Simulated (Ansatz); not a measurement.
**Calculated with Ansatz: Yb$_{2}$PdO$_{4}$, settings compared**

Input:

```yaml
crystal:
  lattice:
    - [0.0, 3.83842754, 0.0]
    - [3.83842754, 0.0, 0.0]
    - [1.91921427, 1.91921427, -5.9729909]
  atoms:
    - { symbol: Yb, position: [0.351, 0.351, 0.298], spin: 0.9 }
    - { symbol: Yb, position: [0.649, 0.649, 0.702], spin: 0.9 }
    - { symbol: Pd, position: [0.0, 0.0, 0.0] }
    - { symbol: O, position: [0.5, 0.0, 0.0] }
    - { symbol: O, position: [0.0, 0.5, 0.0] }
    - { symbol: O, position: [0.75, 0.25, 0.5] }
    - { symbol: O, position: [0.25, 0.75, 0.5] }
kpoints:
  mp_grid: { grid: [5, 5, 5], shift: [0, 0, 0] }
magnetization:
  spin_polarized: true
scf:
  occupations: { method: cold, width: 0.0391 }
hamiltonian:
  pseudopotentials: { kind: paw }
  xc: r2scan
basis:
  ecutwfc: 500
output:
  forces: true
  stress: true
  eigenvalues: true
  write_density: true
  write_potential: true
  elf: true
  volumetric_format: npy
```

The command:

```bash
ansatz run input.yaml --threads 1 --pin off --max-ram 2560MiB --backend cpu --events-out ev --progress --plain --runs-dir out
```

Origin of the cell: a known structure type with other elements, at an estimated volume, so it need not be a known compound.

Output of this run (shortened):

```
Warning: crystal.lattice misses the space group found at crystal.symmetry.tolerance 1.0e-5 in a digit that the deck types, which is why this is a warning: making the lattice exact moves one o […]
Warning: where an SCF of this run starts from atoms to list the orders of its open shells, Yb (sites 0, 1, from 0) starts with 0.44 μB on its 4f shell and 0.44 μB on its 5d shell, in the plac […]
Pseudopotentials: kind: paw
Pseudopotential: Yb, paw, valence charge 24, recommended cutoff 500 eV (meta_gga), Yb.paw.azcp
Pseudopotential: Pd, paw, valence charge 18, recommended cutoff 500 eV (meta_gga), Pd.paw.azcp
Pseudopotential: O, paw, valence charge 6, recommended cutoff 500 eV (meta_gga), O.paw.azcp
Functional definition: r2SCAN
  exchange = r2scan_x(k0 = k0, k1 = k1, a1 = a1)
  correlation = r2scan_c
Crystal: 7 atoms, lattice volume = 88.003 Å³
Basis set: ecut = 500 eV, 2193 PW (Γ), exchange–correlation on 120×120×192 points (64 copies of the dense FFT grid, shifted against one another)
[… 15 lines left out …]
Initial density: superposition of atomic densities (chi_scale 0.1, normalization cell, long waves kept (reshape's long-wave potential 0.55 eV rms))
Starting moments: Σ|m| = 1.8 μB on 2 of 7 sites
Functional: x = r2scan, c = r2scan; τ floored in thin density (d = 2e-4 eV/Å³)
SCF iter   1: F=—  HF=-36881.624313 eV  Δρ=1.26e-1  dr2=3.75e1  dr2_τ=5.34e-1  dr2_m=8.05e-1  M=1.758 μB ∫|m|=1.838 μB
SCF iter   2: F=—  HF=-36880.335214 eV  Δρ=5.68e-2  dr2=1.16e1  dr2_τ=9.19e-2  dr2_m=7.75e-2  M=2.080 μB ∫|m|=2.107 μB  defer=149  κ⁻¹=1.0e0(r=1)
SCF iter   3: F=—  HF=-36879.019088 eV  Δρ=3.46e-2  dr2=4.86e0  dr2_τ=2.29e-2  dr2_m=1.74e-2  M=2.129 μB ∫|m|=2.250 μB  defer=157  κ⁻¹=9.1e-2(r=2)
SCF iter   4: F=—  HF=-36878.686300 eV  Δρ=2.11e-2  dr2=1.61e0  dr2_τ=1.46e-2  dr2_m=1.65e-2  M=2.080 μB ∫|m|=2.235 μB  defer=145  κ⁻¹=2.7e-2(r=3)
SCF iter   5: F=—  HF=-36878.496241 eV  Δρ=1.09e-2  dr2=4.01e-1  dr2_τ=5.13e-3  dr2_m=2.90e-3  M=2.080 μB ∫|m|=2.165 μB  defer=146  κ⁻¹=5.1e-3(r=4)
[… 19 lines left out …]
SCF iter  25: F=—  HF=-36878.565865 eV  S|Δr|=    0.00e0  Δρ=1.01e-5  dr2=4.43e-7  dr2_τ=2.27e-9  dr2_m=6.03e-9  M=2.080 μB ∫|m|=2.173 μB  defer=128  κ⁻¹=1.6e-3(r=5)
SCF iter  26: F=—  HF=-36878.565865 eV  S|Δr|=    0.00e0  Δρ=1.03e-5  dr2=1.20e-7  dr2_τ=1.34e-9  dr2_m=7.10e-9  M=2.080 μB ∫|m|=2.173 μB  defer=128  κ⁻¹=1.1e-3(r=6)
SCF iter  27: F=—  HF=-36878.565865 eV  S|Δr|=    0.00e0  Δρ=1.46e-5  dr2=2.19e-7  dr2_τ=1.30e-9  dr2_m=2.42e-8  M=2.080 μB ∫|m|=2.173 μB  κ⁻¹=1.1e-4(r=7)
SCF iter  28: F=—  HF=-36878.565865 eV  S|Δr|=    0.00e0  Δρ=9.67e-6  dr2=1.13e-7  dr2_τ=4.08e-10  dr2_m=1.10e-8  M=2.080 μB ∫|m|=2.173 μB  κ⁻¹=3.9e-5(r=8)
SCF iter  29: F=-36878.565865 eV  HF=-36878.565865 eV  S|Δr|=    0.00e0  Δρ=4.55e-6  dr2=2.99e-8  dr2_τ=9.65e-11  dr2_m=2.81e-9  M=2.080 μB ∫|m|=2.173 μB
SCF 1 converged in 29 iterations: F = -36878.565865 eV  dr2 = 2.99e-8
this state was not tested for a lower state beside it, because cold or Methfessel-Paxton smearing, or corrected tetrahedra, fill the levels in a way that the test cannot read (fill_not_monotonic; see scf.lower_state_search)
SCF converged after 29 iterations
Magnetization: 2.0800 μB (46.0400 up, 43.9600 down)
Absolute magnetization: 2.1772 μB (∫|ρ↑−ρ↓|, with the PAW one-centre terms)
Spin contamination: 0.0019 ħ² per cell (⟨S²⟩ above its minimum at these occupations)
Per-site moments (μB) at R_I (Å): [(0.860045, 0.935123), (0.860045, 0.935123), (0.073444, 0.791676), (0.057060, 0.791676), (0.057060, 0.791676), (0.084601, 0.935123), (0.084601, 0.935123)]
Free energy (F): -36878.565865 eV
Harris-Foulkes:  -36878.565865 eV  (|F-HF|=2.73e-8)
Internal energy: -36878.566158 eV  (E = F + TS)
E sigma→0 (E₀):  -36878.565963 eV
Entropy (-TS):   0.000293 eV (0.042 meV/atom)
Fermi energy:    13.672957 eV
--- Per-component energies (eV) ---
  E_band       = -53.202283
  E_kinetic    = 1961.265231
  E_local      = -13890.523222  (includes V_loc(G=0)·N_el)
  E_nonlocal   = 1409.794222
  E_hartree    = 5850.291525
  E_xc         = -793.409282
  E_vxc        = -1138.354789  (∫ρ·V_xc dr)
  E_paw        = -19086.703314  (= ΣΔE_a)
  E_vpaw       = -169.355922  (= ΣTr[D̂ρ^β])
  E_aug_tail   = 0.004309  (compensation charges beyond the density's cutoff)
  E_vtau       = 73.405818  (kinetic-family band-sum trace: ∫τ·v_τ [+ j·A + Jᵃ·Aᵃ] dr)
  E_ewald      = -12330.404189
[… 7 lines left out …]
  atom   3  Pd     0.000000    -0.000000     0.000000
  atom   4  O      0.000000     0.000000     0.000000
  atom   5  O      0.000000     0.000000     0.000000
  atom   6  O     -0.000000     0.000000    -0.000000
  atom   7  O      0.000000    -0.000000     0.000000
  max |Σ_I F_I| component: 2.78e-17 eV/Å
--- Stress (GPa, compression-positive) ---
        6.238135      -0.000000       0.000001
       -0.000000       6.238135       0.000001
        0.000001       0.000001      -9.517466
  P = ⅓ Tr σ = 0.9863 GPa (9.863 kbar)
```

The same input was run again with these changes:

1. `scf.mixing.preconditioner` default → none; `kpoints.mp_grid.grid` [5, 5, 5] → [2, 2, 2]
2. `kpoints.mp_grid.shift` [0, 0, 0] → [0.5, 0.5, 0.5]
3. `scf.eigensolver.kind` default → davidson; `basis.precision` default → f64
4. `basis.xc_grid` default → 4

```tsv
run	end	SCF iterations	P (GPa)	max force component (eV/Å)	moment (μB)	ΔE(σ→0) (meV/atom)
base	converged	29	0.99	1.487	2.08	0
1	converged	32	4.23	1.508	2.50	91.27
2	converged	41	0.75	1.536	2.00	3.23
3	converged	27	0.99	1.487	2.08	0.00
4	converged	29	0.99	1.487	2.08	0.00
```

Energies are compared only where functional, datasets, charge and starting cell are the same.

Not properties of the system: run 1 (too coarse or loose: `kpoints.mp_grid.grid` = [2, 2, 2]).

Caveats of the base run: f shells without a U or exact exchange are poorly placed; no spin-orbit coupling, though heavy elements are present; one start, so the magnetic state may not be the lowest; the k mesh is coarse if the cell is a metal; typed moments were cut to what the open shells hold.

Run 2: the k mesh keeps only part of the crystal's symmetry.

Time of the base run: 100 s on 1 thread of Arm Neoverse V2 (shared host), peak memory 0.69 GiB, from the program's own first density.
